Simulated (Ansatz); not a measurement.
**Kick test of a cell of HfZr₃Te₈**

The structure comes from a generated guess, relaxed at this level; another structure or a mixture of phases may lie lower.

Method: DFT PBE, scalar-relativistic, plane waves, PAW in Ansatz. Settings: cutoff 420 eV, Γ-centred mesh 6×6×6 on the computed 12-atom cell, Gaussian smearing of 0.10 eV; no spin polarisation.

The cell below (12 atoms, space group P2/m (No. 10)) is relaxed within its symmetry.

```yaml
crystal:
  lattice:
    - [6.88903, 0.00000, 0.00000]
    - [0.00000, 7.94350, 0.00000]
    - [-0.00184, 0.00000, 7.07776]
  atoms:
    - { symbol: Zr, position: [0.00000, 0.25041, 0.00000] }
    - { symbol: Zr, position: [0.00000, 0.74958, 0.00000] }
    - { symbol: Zr, position: [0.50000, 0.50000, 0.00000] }
    - { symbol: Hf, position: [0.50000, 0.00000, 0.00000] }
    - { symbol: Te, position: [0.16681, 0.50000, 0.25433] }
    - { symbol: Te, position: [0.66597, 0.24849, 0.25297] }
    - { symbol: Te, position: [0.16922, 0.00000, 0.25276] }
    - { symbol: Te, position: [0.66597, 0.75151, 0.25297] }
    - { symbol: Te, position: [0.33403, 0.24849, 0.74703] }
    - { symbol: Te, position: [0.83078, 0.00000, 0.74724] }
    - { symbol: Te, position: [0.33403, 0.75151, 0.74703] }
    - { symbol: Te, position: [0.83319, 0.50000, 0.74567] }
```

For the test it was strained at random (σ = 1.5 % a component), the atoms were moved at random (σ = 0.05 Å), and all was relaxed again on a coarse 4×4×4 mesh (in the run’s order of axes) with 0.20 eV smearing, with no symmetry imposed.

No dispersion correction is applied, so the spacing and binding between layers, chains or molecules are poorly described. These runs have no spin–orbit coupling, which can matter for Hf and Te.

Question: Does it come back?

Answer: It returns, within 1 meV/atom of the unmoved cell on that mesh and with the same symmetry when read at 0.1 Å. So it is stable against the distortions that fit this cell and that this random move excites. Modes that don't fit the cell aren't tested.
